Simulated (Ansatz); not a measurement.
A distorted cell of HfO$_{2}$ (fluorite):

```xyz
3
Lattice="0.0000 2.5491 2.6000 2.5491 0.0000 2.6000 2.5491 2.5491 0.0000" Properties=species:S:1:pos:R:3 pbc="T T T"
Hf     0.0000     0.0000     0.0000
O      1.2745     1.2745     1.3000
O      3.8236     3.8236     3.9001
```

Method: PBE (plane waves to 420 eV, PAW, scalar-relativistic; Ansatz, a first-principles code). k mesh 11×11×11 (Γ-centred), Fermi-Dirac smearing 0.05 eV. The energy includes the smearing's −TS. Compression counts positive. HfO2 is run without spin polarisation. HfO2 was relaxed with its symmetry unable to fall. Spin-orbit coupling is left out, though Hf is heavy. The PAW data are Ansatz's earlier set. This is a high-temperature form of HfO2.

**Question.** Give the stress tensor in GPa and the pressure.

**Answer.** 
```
   -1.7      0.0      0.0
    0.0     -1.7      0.0
    0.0      0.0    -10.5
```
The pressure, a third of the trace, is -4.7 GPa.

**Question.** It is the relaxed cell deformed to V/V₀ = 1.020, (c/a)/(c/a)₀ = 1.020, c along z, fractional positions held. What is its energy relative to the relaxed cell?

**Answer.** 7.3 meV/atom.

(A scan under strain: stresses follow from slopes of the energy per volume, elastic moduli from its curvatures.)
